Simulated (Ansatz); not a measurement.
**AlNi$_{3}$: one atom moved along a line**

The calculation used Ansatz, DFT r2SCAN, scalar-relativistic, plane waves, PAW. The runs took a 500 eV cutoff, a Γ-centred 14×14×14 mesh and Gaussian smearing (0.15 eV). No spin polarisation. A magnetic state may lie lower. Energies are free energies at this smearing, counted from the undisturbed cell; pressure is positive in compression.

The starting cell (relaxed at this level; it needn't be the usual structure):

```
Al Ni
1.0
     0.00000    2.80189    2.80189
     2.80189    0.00000    2.80189
     2.80189    2.80189    0.00000
Al Ni
1 3
Direct
  0.50000 0.50000 0.50000
  0.25000 0.25000 0.25000
  0.00000 0.00000 0.00000
  0.75000 0.75000 0.75000
```

Atom 3 (Ni) is moved by x along the Cartesian unit vector (0.000, 0.000, -1.000); the cell and all other atoms stay fixed. The cell is metallic on the mesh throughout.

| x (Å) | ΔE (meV/cell) |
| --- | --- |
| -0.6000 | 1799.4 |
| -0.3600 | 625.3 |
| 0.0000 | 0.0 |
| 0.4800 | 1132.8 |

Question: Predict the force along x on the moved atoms (eV/Å) at each point.

Answer:
| x (Å) | force along x on the moved atoms (eV/Å) |
| --- | --- |
| -0.6000 | 6.24 |
| -0.3600 | 3.58 |
| 0.0000 | 0.00 |
| 0.4800 | -4.89 |

Cost: 4 runs of about 4.3 core-minutes in all, on Arm Neoverse V2 (shared hosts).